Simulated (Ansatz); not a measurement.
Question: Each is relaxed and computed with PBE in the plane-wave PAW code Ansatz. Which is the only metal?
(A) NbSiB, Cmcm (Si on 4c, B on 4c, Nb on 4c)
(B) SiCO4, I-4 (Si on 2a, C on 2c, O on 8g)
(C) HfSiO4, I4_1/amd (Hf on 4a, Si on 4b, O on 16h)
(D) BP, Pm-3n (B on 6c, P on 6d)

Answer: A, NbSiB, Cmcm (Si on 4c, B on 4c, Nb on 4c). NbSiB: metal; BP: gap 0.63 eV (indirect); SiCO4: gap 6.89 eV (indirect); HfSiO4: gap 5.31 eV (indirect). Typed or built starts, not in the databases checked: NbSiB, Cmcm (Si on 4c, B on 4c, Nb on 4c); BP, Pm-3n (B on 6c, P on 6d); SiCO4, I-4 (Si on 2a, C on 2c, O on 8g). Not the usual ambient phase: BP, Pm-3n (B on 6c, P on 6d). All cells were relaxed under the symmetry of their starts (and spin orders); stability against distortions was not tested throughout. Rows with no word on spin ran without spin polarisation. Spin–orbit coupling is left out wherever it is not named.

Potentials: the later of the program's two PAW sets.
